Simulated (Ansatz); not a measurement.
**Ti2W3: computed properties**

Theory: DFT PBE, scalar-relativistic, plane waves, PAW (Ansatz).

Cutoff 420 eV; k points 12×12×12 on the computed 5-atom cell (Γ-centred); Gaussian smearing, width 0.10 eV; no spin polarisation.

The structure is relaxed at this level of theory with its symmetry kept, and needn't be the ground state of this composition.

```cif
data_structure
_symmetry_space_group_name_H-M 'R-3m:H'
_symmetry_Int_Tables_number 166
_cell_length_a 4.4990
_cell_length_b 4.4990
_cell_length_c 13.7977
_cell_angle_alpha 90.000
_cell_angle_beta 90.000
_cell_angle_gamma 120.000
_cell_volume 241.86
loop_
_atom_site_label
_atom_site_type_symbol
_atom_site_symmetry_multiplicity
_atom_site_Wyckoff_symbol
_atom_site_fract_x
_atom_site_fract_y
_atom_site_fract_z
_atom_site_occupancy
Ti1 Ti 6 c 0.00000 0.00000 0.79690 1
W1 W 6 c 0.66667 0.33333 0.73628 1
W2 W 3 a 0.00000 0.00000 0.00000 1
```

| Property | Result |
| --- | --- |
| Space group | R-3m (No. 166) |
| Volume per atom | 108.8 bohr³ |
| Formation energy from the elements' standard states (uncorrected) | -0.056 eV/atom |
| Kohn–Sham band gap | none (metal) |
| Density of states at the Fermi level | 5.8 states/eV per cell |
| Orbital (Löwdin) character within 0.5 eV of the Fermi level | Ti 3d 50 %, W 5d 35 %, unprojected 7 % |
| Bader charge by site (e) | Ti (2 in the cell) 1.06, W (2 in the cell) -0.76, W (1 in the cell) -0.61 |

Spin-orbit coupling is left out, which matters for the bands of heavy elements.

The cell was found from a structure generator's guess, not taken from experiment. Löwdin shares on free-atom orbitals overweight diffuse shells.
